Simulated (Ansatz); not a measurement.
## SrMg: clamped-ion strain scan

Level of theory: DFT r2SCAN, scalar-relativistic, plane waves, PAW in Ansatz 0.2.0. Settings: plane waves to 500 eV, k-mesh 12×12×12 (Γ-centred), Gaussian smearing 0.15 eV. No spin polarisation. Energies are free energies at this smearing, counted from the undisturbed cell; pressure is positive in compression.

Zero of the scan (as given, not relaxed at this level; it stands at 6.6 GPa, and it needn't be the usual structure):

```xyz
2
Lattice="3.9000 0.0000 0.0000 0.0000 3.9000 0.0000 0.0000 0.0000 3.9000" Properties=species:S:1:pos:R:3 pbc="T T T"
Sr    1.9500    1.9500    1.9500
Mg    0.0000    0.0000    0.0000
```

The cell is strained by ε times the Voigt pattern (0, 1, 0, 0, 0, 0) (xx, yy, zz, yz, xz, xy; engineering shear) with fractional coordinates fixed. The cell is metallic on the mesh throughout.

| ε | ΔE (meV/atom) |
| --- | --- |
| -0.1500 | 316.8 |
| -0.1125 | 209.8 |
| -0.0750 | 121.8 |
| -0.0375 | 52.8 |
| 0.0000 | 0.0 |
| 0.0375 | -40.3 |
| 0.0750 | -69.9 |
| 0.1125 | -89.4 |
| 0.1312 | -95.7 |
| 0.1500 | -99.9 |

(1) Predict the pressure (GPa) at each point.

Answers

(1)
| ε | pressure (GPa) |
| --- | --- |
| -0.1500 | 15.0 |
| -0.1125 | 12.6 |
| -0.0750 | 10.3 |
| -0.0375 | 8.3 |
| 0.0000 | 6.6 |
| 0.0375 | 5.2 |
| 0.0750 | 3.9 |
| 0.1125 | 2.8 |
| 0.1312 | 2.3 |
| 0.1500 | 1.9 |